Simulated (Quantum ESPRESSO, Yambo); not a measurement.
At a photon energy of 11.12 eV, RPA with local fields on LDA bands shifted by a G0W0 scissor of 4.22 eV (Quantum ESPRESSO and Yambo; 4×4×4 mesh, 89 bands, 3 Ry local-field block, 0.2 eV broadening) gives ε = 2.83 + 1.44i for LiNbF6 (space group R-3, No. 148), field along x. Axes are Cartesian, with cell vectors (Å) (2.56, 1.48, 4.56), (-2.56, 1.48, 4.56), (0.00, -2.95, 4.56).

Problem. Work out n, κ, the normal-incidence reflectivity, the absorption coefficient and the penetration depth.

Solution. 
|ε| = 3.18; n = √((|ε| + ε1)/2) = 1.73, κ = √((|ε| − ε1)/2) = 0.42. R = ((n − 1)² + κ²)/((n + 1)² + κ²) = 0.09. α = 2Eκ/(ħc) with ħc = 197.327 eV nm: 0.0468 per nm = 4.7 × 10⁵ per cm, a 1/e depth of 21 nm. The computed direct gap is 9.56 eV, and the energy scale of the real crystal may differ from it. Excitonic effects are left out, and values at one energy depend on mesh and broadening. The scissor comes from a G0W0 run whose convergence isn't established. Convergence of the RPA response with its 4×4×4 mesh was not tested.

Spin-orbit coupling is not included.

Geometry of the Materials Project entry, not relaxed at this level; primitive cell a = b = c = 5.430 Å, α = β = γ = 56.19°.

The structure is a Materials Project entry; no match was found in the copy of COD used, and its stability was not checked.
